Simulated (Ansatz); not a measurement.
Data:

YSi2Pd2:
```xyz
5
Lattice="-2.0668 2.0668 4.9651 2.0668 -2.0668 4.9651 2.0668 2.0668 -4.9651" Properties=species:S:1:pos:R:3 pbc="T T T"
Y      0.0000     0.0000     0.0000
Si     0.0000     0.0000     6.1271
Si     0.0000     0.0000     3.8031
Pd     0.0000     2.0668     2.4826
Pd     2.0668     0.0000     2.4826
```

This is the r²SCAN-relaxed structure.

Problem. All from the program Ansatz at the r²SCAN level (PAW), unless another level is named. Give the electronic character.

Solution. metallic (no gap).

Problem. What about the formation energy from the elements (no fitted shifts)?

Solution. -0.99 eV/atom.

Problem. Give the density of states at the Fermi level.

Solution. 0.42 states/eV per atom (mean over ±0.08 eV).

Space group I4/mmm. The workflow started from a Materials Project entry (that database holds measured and hypothetical structures alike); the Crystallography Open Database files this formula in space group No. 139, but the cells were not matched. Its standing as an ambient phase is unchecked. The cell was relaxed with r²SCAN under the symmetry of its start; its stability against distortions is not shown here. The run is not spin-polarised. The references are the lowest solids computed at this level, not always the standard phases. Scalar-relativistic: spin–orbit coupling is off unless named, which matters more the heavier the elements.

Potentials: the later of the program's two PAW sets.
